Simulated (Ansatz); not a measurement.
YPO₄:
```cif
data_O16P4Y4
_chemical_formula_sum 'Y4 P4 O16'
_space_group_name_H-M_alt 'I41/amd :1'
_space_group_IT_number 141
_space_group_name_Hall 'I 4bw 2bw -1bw'
_cell_length_a 6.90394
_cell_length_b 6.90394
_cell_length_c 6.02516
_cell_angle_alpha 90.000
_cell_angle_beta 90.000
_cell_angle_gamma 90.000
loop_
_atom_site_label
_atom_site_type_symbol
_atom_site_symmetry_multiplicity
_atom_site_Wyckoff_symbol
_atom_site_fract_x
_atom_site_fract_y
_atom_site_fract_z
_atom_site_occupancy
Y1 Y 4 a 0.00000 0.00000 0.00000 1
P1 P 4 b 0.00000 0.00000 0.50000 1
O1 O 16 h 0.32535 0.00000 0.09069 1
```
(The calculation used a cell of 12 atoms; values per cell refer to that cell.)

This is the r²SCAN-relaxed structure.

All from the program Ansatz at the r²SCAN level (PAW), unless another level is named. Estimate the formation energy from the elements (no fitted shifts).

-317 kJ/mol-atom.

And the gap with spin–orbit coupling?

6.59 eV.

Give the weight of the conduction-edge state by species (Voronoi cells).

Y 56 %, O 36 %, P 7 %.

What about the valence-band maximum?

at Γ.

Give the weight of the valence-edge state by species (Voronoi cells).

O 98 %.

Space group I4_1/amd. The workflow started from a Materials Project entry (that database holds measured and hypothetical structures alike); the Crystallography Open Database files this formula in space group No. 141, but the cells were not matched. Whether it is the stable phase at ambient conditions was not checked. The r²SCAN relaxation kept the symmetry of its start; its stability against distortions is not shown here. The run is not spin-polarised. The references are the lowest solids computed at this level, not always the standard phases (solids in place of the gases). Scalar-relativistic: spin–orbit coupling is off unless named, which matters more the heavier the elements.

Potentials: the later of the program's two PAW sets.
